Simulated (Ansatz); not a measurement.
With the program Ansatz at the LDA level (PAW), Te in the cubic phase (Pm-3m; Te on 1b) relaxes to a = 3.131 Å. Te has 6 nearest neighbours from 3.13 Å (octahedral).

Electronic character: metallic (no gap).

The bulk modulus is 61.6 GPa.

The start of the workflow was typed in or built on a structure type; neither database checked (COD, Materials Project) lists it. It is not the phase usual at ambient conditions (space group No. 152). Symmetry was held in the LDA relaxation; its stability against distortions is not shown here. Scalar-relativistic: spin–orbit coupling is off unless named, which matters more the heavier the elements.

Potentials: the earlier of the program's two PAW sets.
